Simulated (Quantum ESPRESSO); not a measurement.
Kohn-Sham bands of GaS (R-3m)

```
GaS
1.0
   -1.80182     3.12085     0.00000
   -3.60365     0.00000     0.00000
   -1.80182     1.04028     7.98931
Ga S
2 2
Direct
  0.05082   0.05082   0.84754
  0.94918   0.94918   0.15246
  0.76195   0.76195   0.71416
  0.23805   0.23805   0.28584
```

Structure: Materials Project mp-9889, symmetrised, not relaxed again. Not found in the COD (Crystallography Open Database) copy used, which has the formula in other groups; not checked further. Computed values, not measurements, from PBEsol: Quantum ESPRESSO (norm-conserving PseudoDojo potentials, cutoff 64 Ry, spinors with spin-orbit coupling) on a Γ-centred 6×6×6 mesh, then Wannier90. Density: 10×10×10 mesh, cold smearing 0.01 Ry. The cell is built of weakly bound layers, chains or molecules, whose nearest atoms lie 4.00 Å apart. Database cells relaxed without dispersion often hold them too far apart, which can enlarge gaps and weakens couplings between them; spacing and stacking were not compared with the measured crystal.

Problem. List the Kohn-Sham levels between −8 and 4.6 eV relative to the valence-band maximum at the high-symmetry points, as a band run of pw.x on that density gives them (levels within 2 meV counted together).

Solution. 
```csv
point,k (reciprocal lattice),levels (eV)
Γ,0.000 0.000 0.000,"-6.78 (×2), -3.45 (×2), -1.52 (×2), -1.50 (×2), -1.44 (×2), -1.43 (×2), -1.16 (×2), 2.10 (×2), 2.97 (×2), 4.55 (×2)"
T,0.000 0.000 0.500,"-6.49 (×2), -4.29 (×2), -1.57 (×2), -1.50 (×2), -1.44 (×2), -1.37 (×2), 0.00 (×2), 1.58 (×2), 2.85 (×2)"
H_2,-0.322 -0.644 0.178,"-7.29 (×2), -6.39 (×2), -4.70 (×2), -4.59 (×2), -2.53 (×2), -2.51 (×2), -1.98 (×2), 2.66 (×2), 3.02 (×2), 3.45 (×2)"
H_0,-0.356 -0.678 -0.178,"-7.29 (×2), -6.39 (×2), -4.70 (×2), -4.59 (×2), -2.53 (×2), -2.51 (×2), -1.98 (×2), 2.66 (×2), 3.02 (×2), 3.45 (×2)"
L,0.000 -0.500 0.000,"-7.41 (×2), -6.75 (×2), -3.48 (×2), -3.03 (×2), -2.79 (×2), -2.65 (×2), -1.36 (×2), 1.85 (×2), 2.49 (×2), 2.78 (×2)"
S_0,-0.339 -0.678 -0.339,"-7.29 (×2), -6.39 (×2), -4.72 (×2), -4.60 (×2), -2.54 (×2), -2.52 (×2), -1.95 (×2), 2.72 (×2), 2.93 (×2), 3.46 (×2)"
S_2,-0.339 -0.661 0.000,"-7.29 (×2), -6.39 (×2), -4.72 (×2), -4.60 (×2), -2.54 (×2), -2.52 (×2), -1.95 (×2), 2.72 (×2), 2.93 (×2), 3.46 (×2)"
F,-0.500 -0.500 0.000,"-7.47 (×2), -6.70 (×2), -3.23 (×2), -3.08 (×2), -2.87 (×2), -2.56 (×2), -1.65 (×2), 1.81 (×2), 2.45 (×2), 2.74 (×2)"
```
